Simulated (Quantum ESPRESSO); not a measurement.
# Strain and stress in Si2PO5N

Calculated results; nothing here was measured. They come from pw.x of Quantum ESPRESSO 7.5, a plane-wave density functional program, with PseudoDojo standard norm-conserving files (v0.5 for PBE, v0.4.1 for LDA and PBEsol). The cells are made up: elements, strain and atom displacements were drawn at random, and nothing was relaxed. There is no spin polarisation, spin-orbit coupling or dispersion term.

The cell has 9 sites of a quartz lattice. Sites 1 to 3 hold Si Si P; sites 4 to 9 hold O O N O O O. Cell vectors in Å: (5.007, -0.072, -0.040); (-2.566, 4.395, 0.016); (-0.044, -0.005, 5.357). Settings: PBE, cutoff 1143 eV, 5 x 5 x 4 k mesh shifted by half a step, Fermi-Dirac smearing of 0.025 eV.

Each run adds the same strain along x and y to one cell, with the atoms carried along; the vectors above are those of run 5. Stress is positive in tension and P is minus a third of its trace. E is the free energy for each atom above the lowest run shown. The last column is band 25 less band 24 at Gamma, from a band step after each run.

```
run,strain (%),s_xx (GPa),s_yy (GPa),s_zz (GPa),s_xy (GPa),P (GPa),E (meV/atom),level step at Gamma (eV)
1,-1.93,-1.40,-11.26,-1.46,-7.86,4.71,6.24,3.536
2,-1.68,-0.28,-9.94,-0.73,-7.77,3.65,3.94,3.492
3,-0.99,2.69,-6.46,1.19,-7.54,0.86,0.00,3.369
5,-0.01,6.61,-1.89,3.66,-7.23,-2.79,0.35,3.188
6,0.69,9.19,1.14,5.26,-7.02,-5.20,4.68,3.054
7,1.79,12.91,5.53,7.51,-6.70,-8.65,17.66,2.838
4,-0.35,?,?,?,?,?,?,?
```

A rerun of one of these cells at 1437 eV and k mesh 7 x 7 x 6 moved values by no more than 0.003 eV in the cell's energy, 0.03 GPa in stress and 0.002 eV/Å in force.

## Worked fit

A parabola through the six runs shown gives s_xx = 6.65 + 3.82 e - 0.180 e² GPa, with e in per cent and a scatter of 0.01 GPa. The slope is a stiffness of 382 ± 1 GPa for each unit of this strain at e = 0, the sum of the responses of s_xx to strain along x and along y. The atoms are clamped, and relaxing them would in general lower it. The error is the larger of the fit's own and the change that a cubic makes, rounded up.

## Withheld run

Question: what s_xx should run 4 give?

The fit gives 5.29 GPa. The calculation gave 5.29 GPa.

```
run,strain (%),s_xx (GPa),s_yy (GPa),s_zz (GPa),s_xy (GPa),P (GPa),E (meV/atom),level step at Gamma (eV)
4,-0.35,5.29,-3.43,2.84,-7.33,-1.57,-0.57,3.252
```